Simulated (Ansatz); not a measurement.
A distorted cell of PbSe (rock salt):

```yaml
crystal:
  lattice:
    - [0.00000, 6.21766, 6.21766]
    - [3.10883, 0.00000, 3.10883]
    - [3.10883, 3.10883, 0.00000]
  atoms:
    - { symbol: Se, position: [0.98329, 0.01114, 0.01114] }
    - { symbol: Se, position: [0.51671, 0.98886, 0.98886] }
    - { symbol: Pb, position: [0.25000, 0.50000, 0.50000] }
    - { symbol: Pb, position: [0.75000, 0.50000, 0.50000] }
```

Calculation: PBE (plane waves to 420 eV, PAW, scalar-relativistic; Ansatz, an electronic-structure program). k mesh 9×9×9 (Γ-centred), Fermi-Dirac smearing 0.05 eV. Compression counts positive. PbSe was relaxed with its symmetry unable to fall. Spin-orbit coupling is left out, though Pb is heavy. The PAW data are Ansatz's earlier set.

**Question.** What forces act on the atoms (eV/Å, Cartesian)?

**Answer.** 
```
atom      Fx      Fy      Fz
----  ------  ------  ------
Se1   -0.378   0.378   0.378
Se2    0.378  -0.378  -0.378
Pb3    0.000   0.000   0.000
Pb4    0.000   0.000   0.000
```

(A displaced cell: forces are minus the slopes of the energy, force constants its curvatures, and phonons follow from these.)
